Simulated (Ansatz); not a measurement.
K2MgF4:
```xyz
7
Lattice="-1.9795 1.9795 6.5646 1.9795 -1.9795 6.5646 1.9795 1.9795 -6.5646" Properties=species:S:1:pos:R:3 pbc="T T T"
K      0.0000     0.0000     8.5029
K      0.0000     0.0000     4.6263
Mg     0.0000     0.0000     0.0000
F      0.0000     1.9795     0.0000
F      1.9795     0.0000     0.0000
F      0.0000     0.0000    11.1308
F      0.0000     0.0000     1.9984
```

Relaxed with r²SCAN.

Q: Which orbitals make up the states near the band edges in r²SCAN in the plane-wave PAW code Ansatz?

A: Top 1 eV of the valence band: F 2p 98 %. Bottom 1 eV of the conduction band: K 4s 76 %, F 2s 12 %. Projections are on Löwdin-orthogonalised atomic valence shells; empty p or d shells of many metals are not among them.

Q: Tabulate the density of states.

A: States/eV per cell of 7 atoms, in 0.25 eV bins, energy from the valence-band maximum.

```csv
E (eV),total,F 2p,K 4s,Mg 3s
-7.85,0.00,0.00,0.00,0.00
-7.60,0.00,0.00,0.00,0.00
-7.35,0.00,0.00,0.00,0.00
-7.10,0.00,0.00,0.00,0.00
-6.85,0.00,0.00,0.00,0.00
-6.60,0.00,0.00,0.00,0.00
-6.35,0.00,0.00,0.00,0.00
-6.10,0.00,0.00,0.00,0.00
-5.85,0.00,0.00,0.00,0.00
-5.60,0.00,0.00,0.00,0.00
-5.35,0.00,0.00,0.00,0.00
-5.10,0.00,0.00,0.00,0.00
-4.85,0.00,0.00,0.00,0.00
-4.60,0.00,0.00,0.00,0.00
-4.35,0.00,0.00,0.00,0.00
-4.10,0.00,0.00,0.00,0.00
-3.85,0.00,0.00,0.00,0.00
-3.60,0.23,0.20,0.00,0.03
-3.35,1.29,1.14,0.00,0.13
-3.10,1.57,1.42,0.00,0.12
-2.85,2.09,1.93,0.00,0.12
-2.60,2.86,2.70,0.00,0.10
-2.35,1.84,1.80,0.00,0.00
-2.10,3.24,3.15,0.02,0.01
-1.85,8.08,7.77,0.14,0.01
-1.60,7.59,7.32,0.08,0.01
-1.35,7.67,7.41,0.06,0.01
-1.10,4.42,4.27,0.02,0.04
-0.85,10.73,10.44,0.08,0.03
-0.60,15.33,14.95,0.14,0.01
-0.35,17.16,16.87,0.05,0.00
-0.10,11.90,11.76,0.02,0.00
0.15,0.00,0.00,0.00,0.00
0.40,0.00,0.00,0.00,0.00
0.65,0.00,0.00,0.00,0.00
0.90,0.00,0.00,0.00,0.00
1.15,0.00,0.00,0.00,0.00
1.40,0.00,0.00,0.00,0.00
1.65,0.00,0.00,0.00,0.00
1.90,0.00,0.00,0.00,0.00
2.15,0.00,0.00,0.00,0.00
2.40,0.00,0.00,0.00,0.00
2.65,0.00,0.00,0.00,0.00
2.90,0.00,0.00,0.00,0.00
3.15,0.00,0.00,0.00,0.00
3.40,0.00,0.00,0.00,0.00
3.65,0.00,0.00,0.00,0.00
3.90,0.00,0.00,0.00,0.00
4.15,0.00,0.00,0.00,0.00
4.40,0.00,0.00,0.00,0.00
4.65,0.00,0.00,0.00,0.00
4.90,0.00,0.00,0.00,0.00
5.15,0.00,0.00,0.00,0.00
5.40,0.00,0.00,0.00,0.00
5.65,0.00,0.00,0.00,0.00
5.90,0.00,0.00,0.00,0.00
6.15,0.00,0.00,0.00,0.00
6.40,0.00,0.00,0.00,0.00
6.65,0.00,0.00,0.00,0.00
6.90,0.00,0.00,0.00,0.00
7.15,0.00,0.00,0.00,0.00
7.40,0.00,0.00,0.00,0.00
7.65,0.11,0.00,0.08,0.00
7.90,0.22,0.01,0.17,0.01
8.15,0.33,0.01,0.25,0.01
8.40,0.49,0.02,0.37,0.01
8.65,0.56,0.03,0.43,0.01
8.90,0.63,0.03,0.49,0.01
9.15,0.73,0.04,0.56,0.01
9.40,0.87,0.04,0.65,0.01
9.65,1.24,0.05,0.83,0.02
9.90,2.67,0.07,1.20,0.03
10.15,6.09,0.10,1.41,0.06
10.40,2.74,0.04,0.34,0.08
10.65,0.43,0.02,0.18,0.12
10.90,0.66,0.03,0.25,0.22
11.15,2.08,0.08,0.41,0.68
11.40,3.46,0.10,0.57,0.68
11.65,4.17,0.12,0.45,0.90
11.90,4.16,0.05,0.33,0.28
```

Space group I4/mmm. The workflow started from a Materials Project entry (that database holds measured and hypothetical structures alike); the Crystallography Open Database copy checked does not list it. Whether it is the stable phase at ambient conditions was not checked. The cell was relaxed with r²SCAN under the symmetry of its start; its stability against distortions is not shown here.

Potentials: the later of the program's two PAW sets.
